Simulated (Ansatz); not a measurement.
# Kick test of a cell of BaBe5H10

The structure comes from a generated guess, relaxed at this level; another structure or a mixture of phases may lie lower.

All numbers below come from DFT PBE, scalar-relativistic, plane waves, PAW in Ansatz 0.2.0. Settings: cutoff 420 eV, Γ-centred mesh 6×6×4 on the computed 16-atom cell, Gaussian smearing of 0.02 eV; no spin polarisation.

The cell below (16 atoms, space group Pm (No. 6)) is relaxed within its symmetry.

```cif
data_structure
_symmetry_space_group_name_H-M 'P 1'
_symmetry_Int_Tables_number 1
_cell_length_a 4.4622
_cell_length_b 4.9427
_cell_length_c 6.8018
_cell_angle_alpha 90.000
_cell_angle_beta 102.783
_cell_angle_gamma 90.000
_cell_volume 146.30
loop_
_atom_site_label
_atom_site_type_symbol
_atom_site_fract_x
_atom_site_fract_y
_atom_site_fract_z
_atom_site_occupancy
Ba1 Ba 0.90489 0.50000 0.62286 1
Be1 Be 0.47739 0.00000 0.28453 1
Be2 Be 0.54596 0.76367 0.00717 1
Be3 Be 0.54596 0.23633 0.00717 1
Be4 Be 0.37654 0.00000 0.68199 1
Be5 Be 0.06853 0.00000 0.04100 1
H1 H 0.62556 0.75062 0.25071 1
H2 H 0.62556 0.24938 0.25071 1
H3 H 0.54747 0.00000 0.51156 1
H4 H 0.14560 0.00000 0.25570 1
H5 H 0.38091 0.50000 0.99497 1
H6 H 0.46781 0.73249 0.75211 1
H7 H 0.88005 0.75663 0.98883 1
H8 H 0.46781 0.26751 0.75211 1
H9 H 0.88005 0.24337 0.98883 1
H10 H 0.05992 0.00000 0.60975 1
```

For the test it was strained at random (σ = 1.5 % a component), the atoms were moved at random (σ = 0.15 Å), and all was relaxed again on a coarse 4×4×2 mesh (in the run’s order of axes) with 0.10 eV smearing, with no symmetry imposed.

Q: What happens?

A: It doesn't return. The energy falls by 20 meV/atom on that mesh, the volume changes by 13.9 %, and the end has space group P1 (No. 1) at a loose tolerance. Relaxed again on a 6×6×4 mesh with 0.02 eV smearing, the new structure lies 19 meV/atom below the first (mesh in the axes of the run's cell; the cell below is made exact in the group named). Space group P1 (No. 1), triclinic, a = 4.275 Å, b = 4.779 Å, c = 8.253 Å, α = 95.6°, β = 96.4°, γ = 90.8°. Ba has 9 H at 2.53–2.92 Å, 2 Be at 3.15–3.20 Å and 1 H at 3.24 Å; around Be on its first site lie 4 H at 1.45–1.46 Å; Be on its second site has 3 H at 1.44–1.50 Å; around H on its first site lie 2 Be at 1.44–1.46 Å; 12 more sites not described.

```
Ba Be H
1.0
     4.27543    0.00000    0.00000
    -0.06291    4.77831    0.00000
    -0.91791   -0.81589    8.16137
Ba Be H
1 5 10
Direct
  0.99140 0.52031 0.27978
  0.57427 0.95836 0.71482
  0.44756 0.76776 0.93253
  0.45326 0.23859 0.92287
  0.59459 0.02967 0.40678
  0.94168 0.99676 0.92234
  0.41459 0.70775 0.75712
  0.43056 0.23091 0.74795
  0.50054 0.88288 0.54069
  0.91372 0.95847 0.74666
  0.58331 0.51357 0.00165
  0.47626 0.83138 0.27166
  0.12281 0.76543 0.98352
  0.49869 0.31043 0.39488
  0.12826 0.25358 0.97444
  0.92849 0.03414 0.40230
```
